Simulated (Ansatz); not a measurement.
Ansatz input

```yaml
crystal:
  lattice:
    - [4.5161362169, 0.0, 0.0]
    - [-2.2580681085, 3.9110886908, 0.0]
    - [0.0, 0.0, 2.799078801]
  atoms:
    - { symbol: Ti, position: [1.0, 1.0, 0.0] }
    - { symbol: Ti, position: [0.3333333333, 0.6666666667, 0.5] }
    - { symbol: Ti, position: [0.6666666667, 0.3333333333, 0.5] }
hamiltonian:
  xc: pbesol
  pseudopotentials:
    kind: paw
    azcp:
      Ti: "pseudopotentials/Ti.paw.azcp"
basis:
  ecutwfc: 420
  fft_grid_basis: typed
kpoints:
  mp_grid: { grid: [11, 11, 15], shift: [0, 0, 0] }
magnetization:
  spin_polarized: false
scf:
  occupations: { method: fermi_dirac, width: 0.1 }
```

Output

```
Warning: the record states the generating functional pbe (its physics header spells it `PBE`), which answers neither for hamiltonian.xc's functional nor for the pbesol family's — results may be inconsistent (PPs are generated against a specific XC)
Engine: ansatz 0.2.0, x86_64-unknown-linux-gnu
Pseudopotentials: kind: paw
Pseudopotential: Ti, paw, valence charge 12, recommended cutoff 420 eV (normal) 
Functional definition: PBEsol
  exchange = pbesol_x
  correlation = pbesol_c
Crystal: 3 atoms, lattice volume = 49.440 Å³
Basis set: ecut = 420 eV, 951 PW (Γ)
Bands: 22, of which v1, the nominal top of the filled ones, is band 18 counted from 1 (17 counted from 0)
Symmetry: 24 space group operations
Space group: P6/mmm (ITA 191), of the structure as read, at distance tolerance 3.7e-5 Å
k-points: 128 of 1815
Non-local potential: Ti, projectors of the file, l = 0: 3, l = 1: 2, l = 2: 3, l = 3: 1
PAW form: soft (Blöchl's): semilocal exchange-correlation on the pseudo side does not see the compensation charge
PAW frozen core: Ti, regenerated for the run's functional, and the local potential with it (the file was generated under x = pbe(κ = 0.804, μ = 0.2195149727645171), c = pbe(β = 0.06672455060314922))
PAW one-centre angular grid: Ti, 590 points (default); XC on 64 Gauss nodes
Initial density: superposition of atomic densities (neutral atoms: chi_scale 0, normalization atom), corrected by the library's trained network
Initial wavefunctions: pseudopotential atomic-orbital guess
Functional: x = pbesol(κ = 0.804, μ = 0.12345679012345678), c = pbesol(β = 0.046)
SCF iter   1: F=—  HF=-7421.799238 eV  |F-HF|=—  |Δ(HF+E_count)|=         —  Δρ=1.19e-2  dr2=7.08e-2  ethr=1.77e-3  ⟨swp⟩=4.0  Hψ=9551  notcnv=0
SCF iter   2: F=—  HF=-7421.784267 eV  |F-HF|=—  |Δ(HF+E_count)|=   1.50e-2  Δρ=6.09e-3  dr2=2.24e-2  ethr=1.97e-4  ⟨swp⟩=2.0  Hψ=4098  notcnv=0
SCF iter   3: F=—  HF=-7421.779475 eV  |F-HF|=—  |Δ(HF+E_count)|=   4.79e-3  Δρ=4.26e-4  dr2=4.18e-5  ethr=6.23e-5  ⟨swp⟩=2.0  Hψ=3555  notcnv=0
SCF iter   4: F=—  HF=-7421.779514 eV  |F-HF|=—  |Δ(HF+E_count)|=   3.93e-5  Δρ=1.64e-4  dr2=1.18e-5  ethr=1.16e-7  ⟨swp⟩=2.0  Hψ=5356  notcnv=0
SCF iter   5: F=—  HF=-7421.779513 eV  |F-HF|=—  |Δ(HF+E_count)|=   1.52e-6  Δρ=3.98e-5  dr2=1.07e-6  ethr=3.27e-8  ⟨swp⟩=2.1  Hψ=4909  notcnv=0
SCF iter   6: F=-7421.779513 eV  HF=-7421.779513 eV  |F-HF|=2.29e-8  |Δ(HF+E_count)|=   1.74e-7  Δρ=1.01e-5  dr2=5.46e-8  ethr=2.78e-10  ⟨swp⟩=2.2  Hψ=5749  notcnv=0
SCF 1 converged in 6 iterations: F = -7421.779513 eV  dr2 = 5.46e-8
SCF converged after 6 iterations
Free energy (F): -7421.779513 eV
Harris-Foulkes:  -7421.779513 eV  (|F-HF|=2.29e-8)
Internal energy: -7421.678813 eV  (E = F + TS)
E sigma→0 (E₀):  -7421.729163 eV
Entropy (-TS):   -0.100700 eV (-33.567 meV/atom)
Fermi energy:    13.957995 eV
--- Per-component energies (eV) ---
  E_band       = -442.572054
  E_kinetic    = 820.335544
  E_local      = -2363.235886  (includes V_loc(G=0)·N_el)
  E_nonlocal   = 28.672560
  E_hartree    = 975.080571
  E_xc         = -291.152614
  E_vxc        = -365.924073  (∫ρ·V_xc dr)
  E_paw        = -3068.119593  (= ΣΔE_a)
  E_vpaw       = -512.582449  (= ΣTr[D̂ρ^β])
  E_aug_tail   = 0.000347  (compensation charges beyond the density's cutoff)
  E_ewald      = -3523.677894
  E_core_change = 0.418153  (= ΣΔE_core)
  E_smearing   = -0.100700  (= −TS)
  E_closure    = 0.000000  (closes the sum)
  Σ components = -7421.779513   (vs F -7421.779513, Δ=0.00e0)
```
